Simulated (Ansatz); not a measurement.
SnO:
```xyz
4
Lattice="3.1966 0.0000 0.0000 0.0000 3.1966 0.0000 0.0000 0.0000 6.2511" Properties=species:S:1:pos:R:3 pbc="T T T"
Sn     0.0000     1.5983     0.0000
Sn     1.5983     0.0000     3.1255
O      0.0000     0.0000     1.5628
O      0.0000     0.0000     4.6883
```

Relaxed with r²SCAN. Special points in fractions of this cell's reciprocal vectors: Γ (0.000, 0.000, 0.000); X (0.000, 0.500, 0.000); M (0.500, 0.500, 0.000); Z (0.000, 0.000, 0.500); R (0.000, 0.500, 0.500); A (0.500, 0.500, 0.500).

Q: List the band energies nearest the Fermi level at these points for plane-wave PAW r²SCAN (Ansatz code).

A: In eV from the Fermi level; about four levels below and three above (degenerate sets whole), none deeper than 8.9 eV; points with the same levels are listed once.

```csv
k,below,above
Γ,-4.65 -4.65 -3.57 -3.57,0.07 1.06 6.67 6.67
X,-4.23 -3.46 -3.30 -1.59,0.18 4.43 5.75
M,-5.81 -5.81 -3.76 -2.40 -0.15,0.82 0.82 3.37
Z,-3.90 -3.90 -2.58 -2.58,4.23 4.23 7.32 7.32
R,-4.19 -3.51 -1.27 -1.10,0.37 2.43 5.85
A,-5.77 -5.77 -1.51 -1.51,1.19 1.19 6.06 6.06
```

Space group P4_2/mmc. A made-up cell: these elements were put on the sites of a structure type; neither database checked (COD, Materials Project) lists it. It is not the phase usual at ambient conditions (space group No. 129). The cell was relaxed with r²SCAN under the symmetry of its start; whether a distortion lowers the energy is not shown. A small band overlap can be real or an error of a semilocal functional. The Fermi level of a semimetal is unsure by some 0.05 eV on such meshes. Spin–orbit coupling is left out wherever it is not named.

Potentials: the later of the program's two PAW sets.
